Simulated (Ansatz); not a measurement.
Rh (fcc, Cu type), conventional cell a = 3.8301 Å, b = 3.8301 Å, c = 3.8301 Å, α = 90.00°, β = 90.00°, γ = 90.00°. The calculation uses the primitive cell of 1 atom, to which meshes and values per cell refer.

Two coordinates are scanned: the volume, and the ratio of the stretch along z (the conventional c axis) to the stretch across it. Atoms keep their fractional coordinates.

Calculation: PBE (plane waves to 420 eV, PAW, scalar-relativistic; Ansatz, a quantum-chemistry and plane-wave program). k mesh 21×21×21 (Γ-centred), Fermi-Dirac smearing 0.05 eV. E stands for the smeared free energy. With partly filled bands, the response to shear is sensitive to the k mesh, so small differences along c/a are uncertain. Rh is run without spin polarisation. Rh was relaxed with its symmetry unable to fall. The zero of ΔE is the relaxed starting cell.

Predict the ΔE (kJ/mol of atoms) at all points of the grid V/V₀ = 0.920, 0.947, 0.973, 1.000, 1.027, 1.053, 1.080 by (c/a)/(c/a)₀ = 0.880, 0.920, 0.960, 1.000, 1.040, 1.080, 1.120.

ΔE (kJ/mol of atoms), with V/V₀ across and (c/a)/(c/a)₀ down:

```tsv
(c/a)/(c/a)₀ \ V/V₀	0.920	0.947	0.973	1.000	1.027	1.053	1.080
0.880	19.2	13.9	10.7	9.4	9.7	11.3	14.1
0.920	13.2	8.2	5.3	4.3	4.8	6.6	9.6
0.960	9.5	4.7	2.0	1.1	1.8	3.7	6.9
1.000	8.3	3.5	0.8	0.0	0.7	2.8	5.9
1.040	9.5	4.6	1.9	1.0	1.7	3.7	6.8
1.080	13.0	8.0	5.1	4.0	4.6	6.4	9.4
1.120	18.6	13.3	10.1	8.7	9.0	10.6	13.3
```

(A scan under strain: stresses follow from slopes of the energy per volume, elastic moduli from its curvatures.)
